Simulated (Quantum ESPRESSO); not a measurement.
Band energies of GeTe

```xyz
2
Lattice="2.1078 1.2169 3.6922 -2.1078 1.2169 3.6922 0.0000 -2.4339 3.6922" Properties=species:S:1:pos:R:3 pbc="T T T"
Ge     0.0000     0.0000     0.0808
Te     0.0000     0.0000     5.2248
```

PBEsol (pw.x of Quantum ESPRESSO, ONCV potentials, with spin-orbit coupling); path ΓLB1,BZΓX,QFP1Z,LP; energies in eV from the valence-band maximum.

```csv
k (1/Å),point,band 30,band 31,band 32,band 33,band 34,band 35,band 36,band 37
0.00,Γ,-1.39,2.38,2.38,3.05,3.05,3.30,3.30,5.93
0.45,,-0.81,1.35,1.59,1.87,2.05,2.12,2.13,5.66
0.91,L,-0.30,0.44,0.44,0.73,0.73,1.21,1.21,8.31
1.02,,-0.56,0.71,0.73,0.82,0.86,1.79,1.89,8.14
1.62,B1,-0.71,1.27,1.27,4.91,4.95,5.18,5.18,6.32
1.62,B,-0.71,1.27,1.27,4.91,4.95,5.18,5.18,6.32
2.06,,-0.33,0.88,0.93,2.96,3.12,3.65,3.83,6.55
2.40,Z,-0.45,0.83,0.83,1.00,1.00,1.40,1.40,7.60
2.50,,-0.47,0.89,0.89,1.08,1.08,1.45,1.45,7.31
3.03,,-1.27,2.22,2.22,2.67,2.67,2.85,2.86,5.71
3.25,Γ,-1.39,2.38,2.38,3.05,3.05,3.30,3.30,5.93
3.55,,-0.94,1.72,2.00,2.15,2.35,3.18,3.23,5.08
4.05,,-1.28,1.39,1.51,1.71,1.81,4.61,4.65,6.12
4.35,X,-2.37,2.83,3.18,3.33,3.61,4.86,4.87,5.90
4.35,Q,-2.37,2.83,3.18,3.33,3.61,4.86,4.87,5.90
4.74,F,-3.17,2.09,2.09,4.99,4.99,5.87,5.87,6.75
4.96,,-2.78,2.51,2.51,4.20,4.21,5.33,5.34,6.38
5.08,P1,-2.35,2.73,2.74,3.53,3.53,5.18,5.19,5.99
5.46,,-0.91,1.67,1.71,1.93,1.94,3.52,3.63,6.57
5.75,Z,-0.45,0.83,0.83,1.00,1.00,1.40,1.40,7.60
5.75,L,-0.30,0.44,0.44,0.73,0.73,1.21,1.21,8.31
5.85,,-0.57,0.68,0.71,1.18,1.20,1.33,1.35,7.76
6.35,P,-2.35,2.73,2.74,3.53,3.53,5.18,5.19,5.99
```

The PBEsol gap is 0.44 eV; at least one edge lies off the plotted path, at a point of the SCF mesh. The smallest direct gap is 0.74 eV.

Geometry relaxed with PBE+D3(BJ).
